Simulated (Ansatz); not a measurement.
Ni₃Si (Cu3Au type)

```
CELL_PARAMETERS angstrom
      3.46456     0.00000     0.00000
      0.00000     3.46456     0.00000
      0.00000     0.00000     3.46456
ATOMIC_POSITIONS crystal
  Si 0.00000 0.00000 0.00000
  Ni 0.00000 0.50000 0.50000
  Ni 0.50000 0.00000 0.50000
  Ni 0.50000 0.50000 0.00000
```

The slice is a {110} plane (indices of the conventional cell) through the point (0.500, 0.000, 0.500) (fractional), spanned by u = [100] and v = [011] in vectors of this cell: u (3.46 Å) and v (4.90 Å, at 90° to u). It covers one period; positions are fractions (u, v).

Computed with r2SCAN (plane waves to 500 eV, PAW, scalar-relativistic; Ansatz, a program for electronic structure). k mesh 13×13×13. Inside the PAW spheres the values are not all-electron values, and peaks at nuclei hang on which shells count as valence. At this level the bands of Ni3Si touch or barely overlap. Ni3Si is run without spin polarisation. Ni3Si was relaxed with its symmetry unable to fall.

What is the valence density on the shortest Ni–Ni line in this plane (2.45 Å), at its midpoint?

0.35 e/Å³.

What is the ELF at the midpoint of the shortest Ni–Ni line in this plane (2.45 Å)?

0.26.

Predict the map of the electron localisation function (ELF) on the slice.


```
|xxxxxx331100112222222211001133xxxx|
|xxxx4422001133444444443311002244xx|
|3333110011336666666666663311001133|
|0000000033778888777788887733000000|
|1111114477999988888888999977441111|
|3333446688999999888899999988664433|
|1111114477999988888888999977441111|
|0000000033778888777788887733000000|
|3333110011336666666666663311001133|
|xxxx4422001133444444443311002244xx|
|xxxxxx331100112222222211001133xxxx|
|xxxxxx441100112222222211001144xxxx|
|xxxxxx331100112222222211001133xxxx|
|xxxx4422001133444444443311002244xx|
|3333110011336666666666663311001133|
|0000000033778888777788887733000000|
|1111114477999988888888999977441111|
|3333446688999999888899999988664433|
|1111114477999988888888999977441111|
|0000000033778888777788887733000000|
|3333110011336666666666663311001133|
|xxxx4422001133444444443311002244xx|
|xxxxxx331100112222222211001133xxxx|
|xxxxxx441100112222222211001144xxxx|
```
Scale: ten equal steps from 0.16 (start of '0') to 0.47 (end of '9'), in the order '0123456789'. Values: electron localisation function (ELF). The map has 17 points along u (two characters each, u = 0 at the left) and 24 along v (v = 0 in the bottom row). Points within 0.5 Å of a nucleus are blanked (x), as the pseudised field means little there.
